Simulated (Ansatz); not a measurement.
YSiNO₂ in space group P4/mmm (No. 123; Y on 1b, Si on 1c, N on 1d, O on 2f), a = 3.5780 Å, b = 3.5780 Å, c = 3.6967 Å, α = 90.00°, β = 90.00°, γ = 90.00°.

Relaxed with r²SCAN in the plane-wave PAW code Ansatz. Indices refer to the conventional cell of P4/mmm, a = b = 3.578 Å, c = 3.697 Å, α = β = γ = 90.00°.

Q: Simulate the powder diffraction pattern (Mo Kα, λ = 0.71073 Å; lines above 1 %) up to 2θ = 45°.

A: Simulated powder pattern, Mo Kα, λ = 0.71073 Å (kinematic, ideal powder, no thermal factors, no anomalous dispersion; the 30 strongest lines at most, above 1 %, up to 2θ = 45°):

| 2θ (°) | d (Å) | I/Imax (%) | hkl |
|---|---|---|---|
| 11.03 | 3.697 | 8.7 | (001) |
| 11.40 | 3.578 | 21 | (100) |
| 15.89 | 2.571 | 100 | (101) |
| 16.15 | 2.530 | 42 | (110) |
| 19.60 | 2.088 | 57 | (111) |
| 22.17 | 1.848 | 23 | (002) |
| 22.91 | 1.789 | 42 | (200) |
| 25.00 | 1.642 | 6.8 | (102) |
| 25.50 | 1.610 | 5.0 | (201) |
| 25.66 | 1.600 | 6.3 | (210) |
| 27.55 | 1.492 | 20 | (112) |
| 28.01 | 1.468 | 43 | (211) |
| 32.10 | 1.285 | 27 | (202) |
| 32.63 | 1.265 | 13 | (220) |
| 34.16 | 1.210 | 5.5 | (212) |
| 34.54 | 1.197 | 2.2 | (221) |
| 34.67 | 1.193 | 1.3 | (300) |
| 35.52 | 1.165 | 10 | (103) |
| 36.49 | 1.135 | 9.4 | (301) |
| 36.61 | 1.131 | 8.6 | (310) |
| 37.42 | 1.108 | 6.3 | (113) |
| 38.35 | 1.082 | 12 | (311) |
| 39.80 | 1.044 | 13 | (222) |
| 41.00 | 1.015 | 1.4 | (203) |
| 41.54 | 1.002 | 1.5 | (302) |
| 41.97 | 0.992 | 1.5 | (320) |
| 42.69 | 0.976 | 11 | (213) |
| 43.22 | 0.965 | 10 | (312) |
| 43.53 | 0.958 | 10 | (321) |

The start of the workflow was typed in or built on a structure type; neither database checked (COD, Materials Project) lists it. COD files the formula under space group No. 15, 63, so this cell is another polymorph or a model. Whether it is the stable phase at ambient conditions was not checked. Symmetry was held in the r²SCAN relaxation; whether a distortion lowers the energy is not shown. The run is not spin-polarised.

Potentials: the earlier of the program's two PAW sets.
